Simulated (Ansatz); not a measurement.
Relaxed-ion elastic tensor of HfSiO4 in space group I4_1/amd (No. 141; Hf on 4a, Si on 4b, O on 16h) in GPa (Voigt order), r²SCAN in the plane-wave PAW code Ansatz; density 6.95 g/cm³, 10.78 Å³ per atom.

```
 447  69.2   156   0.0   0.0   0.0
69.2   447   156   0.0   0.0   0.0
 156   156   501   0.0   0.0   0.0
 0.0   0.0   0.0   116   0.0   0.0
 0.0   0.0   0.0   0.0   116   0.0
 0.0   0.0   0.0   0.0   0.0  53.4
```

Task: Is the crystal mechanically stable?

Result: Yes: the smallest eigenvalue of C is 53.4 GPa.

Task: Work out the Voigt, Reuss and Hill averages.

Result: K_V = 240, K_R = 235, K_H = 237; G_V = 125, G_R = 104, G_H = 114 GPa.

Task: Give Young's modulus, Poisson's ratio, Pugh's ratio and the universal anisotropy index.

Result: E = 9KG/(3K + G) = 296 GPa; ν = 0.29; K/G = 2.08 (ductile by the Pugh limit of 1.75); A_U = 5G_V/G_R + K_V/K_R − 6 = 1.02.

Task: Estimate the sound speeds and the Debye temperature.

Result: v_l = √((K + 4G/3)/ρ) = 7490 m/s, v_t = √(G/ρ) = 4060 m/s, mean 4530 m/s; Θ = (h/k)(3n/4πV)^(1/3) v_m = 610 K.

Task: Solve the Christoffel equation for the three sound speeds along x, y, z.

Result: Eigenvalues of C_ijkl n_j n_l equal ρv². In km/s, slowest first: x 2.77, 4.09, 8.02; y 2.77, 4.09, 8.02; z 4.09, 4.09, 8.49.

Task: How much does each axis shrink under pressure?

Result: Linear compressibilities β_i = Σ_j S_ij (j = 1 to 3): x 1.6, y 1.6, z 0.97 per TPa.

The cell was relaxed with r²SCAN under the symmetry of its start. No spin polarisation was allowed. Spin–orbit coupling is left out wherever it is not named.

Potentials: the earlier of the program's two PAW sets. The files were generated under PBE; for other functionals the program regenerates the frozen cores, and for LDA and PBEsol the local potential too.
